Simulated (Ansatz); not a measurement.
Relaxed-ion elastic tensor of CaO (rock salt, Fm-3m) in GPa (Voigt order), r²SCAN (plane waves, PAW; program Ansatz); density 3.38 g/cm³, 13.78 Å³ per atom.

```
 232  59.5  59.5   0.0   0.0   0.0
59.5   232  59.5   0.0   0.0   0.0
59.5  59.5   232   0.0   0.0   0.0
 0.0   0.0   0.0  79.4   0.0   0.0
 0.0   0.0   0.0   0.0  79.4   0.0
 0.0   0.0   0.0   0.0   0.0  79.4
```

Question: Is the crystal mechanically stable?

Answer: Yes: the smallest eigenvalue of C is 79.4 GPa.

Question: Work out the Voigt, Reuss and Hill averages.

Answer: K_V = 117, K_R = 117, K_H = 117; G_V = 82.2, G_R = 82.0, G_H = 82.1 GPa.

Question: Give Young's modulus, Poisson's ratio, Pugh's ratio and the universal anisotropy index.

Answer: E = 9KG/(3K + G) = 200 GPa; ν = 0.22; K/G = 1.43 (brittle by the Pugh limit of 1.75); A_U = 5G_V/G_R + K_V/K_R − 6 = 0.01.

Question: Estimate the sound speeds and the Debye temperature.

Answer: v_l = √((K + 4G/3)/ρ) = 8190 m/s, v_t = √(G/ρ) = 4930 m/s, mean 5450 m/s; Θ = (h/k)(3n/4πV)^(1/3) v_m = 677 K.

Question: Give the Zener ratio and Young's modulus along [100], [110] and [111].

Answer: A = 2C44/(C11 − C12) = 0.92; 1/E = S11 − 2(S11 − S12 − S44/2)Γ with Γ = 0, 1/4, 1/3 gives 208, 197, 194 GPa.

Question: Solve the Christoffel equation for the three sound speeds along [100], [110], [111].

Answer: Eigenvalues of C_ijkl n_j n_l equal ρv². In km/s, slowest first: [100] 4.85, 4.85, 8.29; [110] 4.85, 5.05, 8.17; [111] 4.99, 4.99, 8.12.

Symmetry was held in the r²SCAN relaxation; phonons on a q-mesh show no instability.

Potentials: the earlier of the program's two PAW sets.
